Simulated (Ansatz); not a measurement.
input.yaml (Ansatz)

```yaml
crystal:
  lattice:
    - [4.5947465516, 0.0, 0.0]
    - [-2.2973732758, 3.9791672377, 0.0]
    - [0.0, 0.0, 2.5960933055]
  atoms:
    - { symbol: Ge, position: [1.0, 0.0, 1.0] }
    - { symbol: Ge, position: [0.3333333333, 0.6666666667, 0.5] }
    - { symbol: Ge, position: [0.6666666667, 0.3333333333, 0.5] }
hamiltonian:
  xc: lda
  pseudopotentials:
    kind: paw
    azcp:
      Ge: "pseudopotentials/Ge.paw.azcp"
basis:
  ecutwfc: 420
  fft_grid_basis: typed
kpoints:
  mp_grid: { grid: [9, 9, 13], shift: [0, 0, 0] }
magnetization:
  spin_polarized: false
scf:
  occupations: { method: fermi_dirac, width: 0.1 }
  lower_state_search: "off"
output:
  stress: true
```

Output

```
Warning: the record states the generating functional pbe (its physics header spells it `PBE`), which answers neither for hamiltonian.xc's functional nor for the lda family's — results may be inconsistent (PPs are generated against a specific XC)
Engine: ansatz 0.2.0, aarch64-unknown-linux-gnu
Pseudopotentials: kind: paw
Pseudopotential: Ge, paw, valence charge 14, recommended cutoff 420 eV (normal) 
Functional definition: SPW92
  exchange = slater_x
  correlation = pw_c
Crystal: 3 atoms, lattice volume = 47.465 Å³
Basis set: ecut = 420 eV, 915 PW (Γ)
Bands: 25, of which v1, the nominal top of the filled ones, is band 21 counted from 1 (20 counted from 0)
Symmetry: 24 space group operations
Space group: P6/mmm (ITA 191), of the structure as read, at distance tolerance 3.6e-5 Å
k-points: 84 of 1053
Non-local potential: Ge, projectors of the file, l = 0: 2, l = 1: 2, l = 2: 3, l = 3: 1
PAW form: soft (Blöchl's): semilocal exchange-correlation on the pseudo side does not see the compensation charge
PAW frozen core: Ge, regenerated for the run's functional, and the local potential with it (the file was generated under x = pbe(κ = 0.804, μ = 0.2195149727645171), c = pbe(β = 0.06672455060314922))
PAW one-centre angular grid: Ge, 590 points (default); XC on 64 Gauss nodes
Initial density: superposition of atomic densities (neutral atoms: chi_scale 0, normalization atom), corrected by the library's trained network
Initial wavefunctions: pseudopotential atomic-orbital guess
Functional: x = slater, c = lda
SCF iter   1: F=—  HF=-12646.040582 eV  |F-HF|=—  |Δ(HF+E_count)|=         —  Δρ=5.55e-3  dr2=7.21e-3  ethr=1.77e-3  ⟨swp⟩=5.5  Hψ=17454  notcnv=0  defer=30
automatic band count: the SCF goes on with 29 bands, as 25 were too few: the levels above may hold too much charge
SCF iter   2: F=—  HF=-12646.036873 eV  |F-HF|=—  |Δ(HF+E_count)|=   3.71e-3  Δρ=3.26e-3  dr2=3.17e-3  ethr=1.72e-5  ⟨swp⟩=2.2  Hψ=4259  notcnv=0  defer=60
SCF iter   3: F=—  HF=-12646.035730 eV  |F-HF|=—  |Δ(HF+E_count)|=   1.14e-3  Δρ=3.76e-4  dr2=2.77e-5  ethr=7.56e-6  ⟨swp⟩=2.0  Hψ=2828  notcnv=0  defer=60
SCF iter   4: F=—  HF=-12646.035704 eV  |F-HF|=—  |Δ(HF+E_count)|=   2.61e-5  Δρ=1.33e-4  dr2=3.44e-6  ethr=6.59e-8  ⟨swp⟩=2.0  Hψ=4101  notcnv=0  defer=60
SCF iter   5: F=—  HF=-12646.035700 eV  |F-HF|=—  |Δ(HF+E_count)|=   4.11e-6  Δρ=2.65e-5  dr2=1.80e-7  ethr=8.20e-9  ⟨swp⟩=2.0  Hψ=4099  notcnv=0  defer=60
SCF iter   6: F=-12646.035700 eV  HF=-12646.035700 eV  |F-HF|=1.17e-7  |Δ(HF+E_count)|=   9.34e-8  Δρ=1.53e-5  dr2=5.20e-8  ethr=2.38e-10  ⟨swp⟩=3.4  Hψ=6436  notcnv=0
SCF 1 converged in 6 iterations: F = -12646.035700 eV  dr2 = 5.20e-8
SCF converged after 6 iterations
Free energy (F): -12646.035700 eV
Harris-Foulkes:  -12646.035700 eV  (|F-HF|=1.17e-7)
Internal energy: -12645.995456 eV  (E = F + TS)
E sigma→0 (E₀):  -12646.015578 eV
Entropy (-TS):   -0.040244 eV (-13.415 meV/atom)
Fermi energy:    13.737374 eV
--- Per-component energies (eV) ---
  E_band       = -244.627711
  E_kinetic    = 341.380537
  E_local      = -5980.603689  (includes V_loc(G=0)·N_el)
  E_nonlocal   = 1257.834203
  E_hartree    = 2636.299748
  E_xc         = -230.545993
  E_vxc        = -201.464482  (∫ρ·V_xc dr)
  E_paw        = -5815.047965  (= ΣΔE_a)
  E_vpaw       = -934.396395  (= ΣTr[D̂ρ^β])
  E_aug_tail   = 0.000941  (compensation charges beyond the density's cutoff)
  E_ewald      = -4861.038215
  E_core_change = 5.724979  (= ΣΔE_core)
  E_smearing   = -0.040244  (= −TS)
  E_closure    = -0.000000  (closes the sum)
  Σ components = -12646.035700   (vs F -12646.035700, Δ=0.00e0)
--- Stress (GPa, compression-positive) ---
       10.335892       0.000000      -0.000000
       -0.000000      10.335892       0.000000
       -0.000000       0.000000      19.149419
  P = ⅓ Tr σ = 13.2737 GPa (132.737 kbar)
```
